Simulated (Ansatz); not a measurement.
The calculation used DFT PBE, scalar-relativistic, plane waves, PAW in Ansatz 0.2.0. All cells share a 420 eV cutoff and Γ-centred k meshes spaced about 0.3 Å⁻¹ or finer (0.25 for metals, 2π included). These runs have no spin polarisation.

Temperature and zero-point effects are left out.

Two relaxed structures of MnB6:

1.

```
Mn B
1.0
     3.56634    0.00000    0.00000
    -1.78317    3.08854    0.00000
     0.00000    0.00000    5.39915
Mn B
1 6
Direct
  0.00000 0.00000 0.50000
  0.50000 0.50000 0.29854
  0.00000 0.50000 0.29854
  0.50000 0.00000 0.29854
  0.00000 0.50000 0.70146
  0.50000 0.00000 0.70146
  0.50000 0.50000 0.70146
```

2.

```
Mn B
1.0
     4.60268    0.00000    0.00000
    -2.30134    3.98604    0.00000
     0.00000    0.00000    2.74447
Mn B
1 6
Cartesian
  0.0000 0.0000 0.0000
  2.5926 2.3031 1.3722
  1.3119 1.0937 1.3722
  2.9996 0.5893 1.3722
  -0.2912 1.6830 1.3722
  0.9895 2.8923 1.3722
  -0.6982 3.3968 1.3722
```

Question: Which form is favoured at zero pressure, and by what margin per atom?

Answer: Cell 1 is lower, by 22 meV/atom. Cell 1 has space group P6/mmm (No. 191), 8.5 Å³/atom and no gap on its mesh; cell 2 has space group P6/m (No. 175), 7.2 Å³/atom and no gap. Counting B atoms around Mn (those within 1.25 times the shortest such distance or 1.15 times the sum of covalent radii, 1.27 where that leaves under three), cell 1 and cell 2 both have Mn 12. Cell 1 and cell 2 both hold B–B nets. Even the lower one lies +0.08 eV/atom against the reference forms of the elements (uncorrected), so neither is stable at this level. Both come from trial cells of a structure search, whose lowest cell (C2/m, 7.4 Å³/atom) lies 141 meV/atom below the lower of the two.

For metals, differences of a few meV/atom aren't resolved. Weakly bound directions are ill-defined at this level, which has no dispersion term (P6/mmm), and this can change margins and order among such cells. A magnetic state wasn't ruled out in cells without spin, among them P6/mmm. Trial moments fell under 0.15 μB along the way in P6/m; another start might hold them. Cells relaxed within their symmetry can be saddle points. Some structure types and database cells were kept out of the candidates from the start, so a known form may be missing.
